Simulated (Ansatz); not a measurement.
ScGa3:
```
CELL_PARAMETERS angstrom
      4.04853     0.00000     0.00000
      0.00000     4.04853     0.00000
      0.00000     0.00000     4.04853
ATOMIC_POSITIONS crystal
  Sc 0.00000 0.00000 0.00000
  Ga 0.00000 0.50000 0.50000
  Ga 0.50000 0.00000 0.50000
  Ga 0.50000 0.50000 0.00000
```

Relaxed with PBEsol. Special points in fractions of this cell's reciprocal vectors: Γ (0.000, 0.000, 0.000); X (0.000, 0.500, 0.000); M (0.500, 0.500, 0.000); R (0.500, 0.500, 0.500).

### Question
List the band energies nearest the Fermi level at these points for PBEsol (plane waves, PAW; program Ansatz).

### Answer
In eV from the Fermi level; about four levels below and three above (degenerate sets whole), none deeper than 8.9 eV; points with the same levels are listed once.

```csv
k,below,above
Γ,-3.23 -3.23 -2.08 -2.08 -2.08,1.74 1.74 1.74
X,-1.79 -1.79 -1.32 -1.17,1.45 1.45 1.85
M,-6.63 -6.63 -4.54 -0.52 -0.52,1.35 1.97 2.31
R,-4.75 -3.20 -3.20 -3.20,2.39 2.58 2.58
```

Space group Pm-3m (Cu3Au type). The workflow started from an entry of the Crystallography Open Database (COD). Its standing as an ambient phase is unchecked. The cell was relaxed with PBEsol under the symmetry of its start; of distortions, only those at the zone centre were tested. The run is not spin-polarised. Spin–orbit coupling is left out wherever it is not named.

Potentials: the later of the program's two PAW sets.
